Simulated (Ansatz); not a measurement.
## NbBr3: one input, then a changed one

The cell was built from the ReO3 type and relaxed in the same program, and has space group Pm-3m; it needn't be a known or the stable phase.

First run: DFT, r2SCAN, PAW with Ansatz's default frozen-core files, scalar-relativistic (Ansatz 0.2.0).

Command: `ansatz run input.yaml --threads 1 --pin off --max-ram 3072MiB --backend cpu --events-out ev --progress --plain --runs-dir out` The run took 44 s on 1 thread of Arm Neoverse V2, with other jobs on the host, peak memory 0.67 GiB.

```yaml
crystal:
  lattice:
    - [5.1710013081, 0.0, 0.0]
    - [0.0, 5.1710013081, 0.0]
    - [0.0, 0.0, 5.1710013081]
  atoms:
    - { symbol: Nb, position: [0.0, 0.0, 0.0] }
    - { symbol: Br, position: [0.5, 0.0, 0.0] }
    - { symbol: Br, position: [0.0, 0.5, 0.0] }
    - { symbol: Br, position: [0.0, 0.0, 0.5] }
kpoints:
  mp_grid: { grid: [7, 7, 7] }
  band_path:
    path:
      - [0.0, 0.0, 0.0]
      - [0.0, 0.5, 0.0]
      - [0.5, 0.5, 0.0]
      - [0.0, 0.0, 0.0]
      - [0.5, 0.5, 0.5]
      - [0.0, 0.5, 0.0]
      - [0.5, 0.5, 0.5]
      - [0.5, 0.5, 0.0]
    npoints: 14
scf:
  occupations: { method: fermi_dirac, width: 0.08 }
hamiltonian:
  xc: r2scan
  pseudopotentials: { kind: paw }
output:
  forces: true
  stress: true
  eigenvalues: true
  efg: { contact_densities: true }
  populations: true
  bader: true
  dos: { projected: true, de: 0.2, e_range: [-14, 8] }
  write_density: true
  write_potential: true
  elf: true
  volumetric_format: npy
```

Result: converged; pressure 0.00 GPa; no gap on the k mesh; 6 SCF iterations.

A second input differs as follows:

```diff
@@ -24,4 +24,6 @@
 scf:
   occupations: { method: fermi_dirac, width: 0.08 }
+  mixing: { algorithm: anderson, beta: 0.001, ndim: 1 }
+  max_iter: 80
 hamiltonian:
   xc: r2scan
@@ -33,9 +35,3 @@
   efg: { contact_densities: true }
   populations: true
-  bader: true
-  dos: { projected: true, de: 0.2, e_range: [-14, 8] }
-  write_density: true
-  write_potential: true
-  elf: true
-  volumetric_format: npy
```

Problem. Does the change harm the result?

Solution. Not here: the run converged; energy at zero smearing 0.0 meV/atom from the first run; pressure 0.00 GPa; no gap on the k mesh; 35 SCF iterations, so the odd setting did no harm in this case.
